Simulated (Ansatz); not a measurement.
A structure of HfO2 relaxed with PBEsol (plane waves to 420 eV, PAW, scalar-relativistic; Ansatz, a first-principles code); single points at other levels follow on the same geometry (Ansatz, PAW; HSE06 at 420 eV on a 6×6×4 k-mesh; no spin-orbit coupling). Space group P4₂/nmc (No. 137).

```
CELL_PARAMETERS angstrom
      3.56759     0.00000     0.00000
      0.00000     3.56759     0.00000
      0.00000     0.00000     5.16705
ATOMIC_POSITIONS crystal
  Hf 0.00000 0.00000 0.00000
  Hf 0.50000 0.50000 0.50000
  O  0.00000 0.50000 0.20004
  O  0.00000 0.50000 0.70004
  O  0.50000 0.00000 0.29996
  O  0.50000 0.00000 0.79996
```

| level | gap (eV) | kind | conduction minimum |
|---|---|---|---|
| PBEsol | 4.57 | indirect | Γ |
| HSE06 | 6.34 | – | Γ |

HSE06 gaps come from a coarse mesh plus a few chosen points, so they may be too large. No spin polarisation in the result.

The run could not lose the symmetry of its start.

It was reached from a disturbed copy of a P4₂/nmc (No. 137) cell, against which it lies under 1 meV/atom.
